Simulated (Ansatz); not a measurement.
## V: energy along a strain

V, Im-3m, a = 3.026 Å (as given, not relaxed at this level: -11.6 GPa). Ansatz: PBEsol, PAW, 420 eV, Γ-centred 22×22×22 mesh on 1 atom, Gaussian smearing 0.15 eV; no spin polarisation. Cell vectors (Å): -1.513 1.513 1.513; 1.513 -1.513 1.513; 1.513 1.513 -1.513. The cell is strained by x per cent times the pattern (0 0 0 0 1 0) in the order xx yy zz yz xz xy (engineering shears), with fractional coordinates held. y is the free energy over the start, V0 = 13.854 Å³/atom. Symmetry makes y even in x.

| x (%) | y (meV/atom) |
| --- | --- |
| -6.00 | ? |
| -3.00 | 0.48 |
| 0.00 | 0.00 |
| 0.75 | 0.03 |
| 1.50 | 0.12 |
| 2.25 | 0.27 |
| 3.75 | 0.76 |
| 4.50 | 1.10 |
| 5.25 | 1.51 |

**Question.** Fit y = c2 x² + c4 x⁴ to the other rows, get the stiffness along the pattern, and predict the missing energy.

**Answer.** Least squares on the rows shown. y = 0.05300 x² + 6.507×10⁻⁵ x⁴. The clamped-ion stiffness p·C·p = 2 × 0.5300 eV × 160.2 / 13.854 Å³ = 12.3 GPa, which is C55 in these axes (C44 of the cubic crystal) (second derivative at the start, which stands under stress). At x = -6.00 the fit asked for gives 1.99 meV/atom. The run gave 1.96 meV/atom, so the fit is 0.03 meV/atom too high, a small miss on the scale of the series.